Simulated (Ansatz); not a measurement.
TaSi₂ (CrSi2 type, space group P6_222)

```xyz
9
Lattice="4.8030 0.0000 0.0000 -2.4015 4.1595 0.0000 0.0000 0.0000 6.6034" Properties=species:S:1:pos:R:3 pbc="T T T"
Ta     2.4015     0.0000     0.0000
Ta     1.2007     2.0798     2.2011
Ta    -1.2007     2.0798     4.4023
Si     0.0000     1.3230     0.0000
Si     3.6573     0.6615     2.2011
Si     1.2558     3.4980     4.4023
Si     2.4015     2.8365     0.0000
Si    -1.2558     3.4980     2.2011
Si     1.1457     0.6615     4.4023
```

The slice is a (0001) plane (indices of the conventional cell) through the point (0.841, 0.159, 0.333) (fractional), spanned by u = [110] and v = [1 -1 0] in vectors of this cell: u (4.80 Å) and v (8.32 Å, at 90° to u). It covers one period; positions are fractions (u, v).

Level of theory: PBE (plane waves to 420 eV, PAW, scalar-relativistic; Ansatz, a quantum-chemistry and plane-wave program). k mesh 11×11×7. Near the nuclei the fields are pseudised (PAW); where an atom keeps semicore shells as valence, they peak there. Spin-orbit coupling is left out, though Ta is heavy. TaSi2 is run without spin polarisation. TaSi2 was relaxed with its symmetry unable to fall.

### Question
Predict the map of the electrostatic potential energy of an electron, from the cell's mean on the slice.

### Answer
| v \ u | 0.00 | 0.17 | 0.33 | 0.50 | 0.67 | 0.83 |
|---|---|---|---|---|---|---|
| 0.90 | x | 6.9 | 4.4 | x | 4.4 | 6.9 |
| 0.75 | x | <2.0 | x | x | x | <2.0 |
| 0.60 | x | x | 6.7 | x | 6.7 | x |
| 0.45 | 5.5 | 9.8 | x | x | x | 9.8 |
| 0.30 | x | x | 8.6 | 3.1 | 8.6 | x |
| 0.15 | 7.4 | 9.7 | x | x | x | 9.7 |
| 0.00 | x | x | 9.8 | 6.6 | 9.8 | x |

Values: electrostatic potential energy of an electron, from the cell's mean, in eV. Points within 1 Å of a nucleus are blanked (x), as the pseudised field means little there. Values under 2 eV are set to 2. The zero, the cell's mean, hangs on the PAW cores.
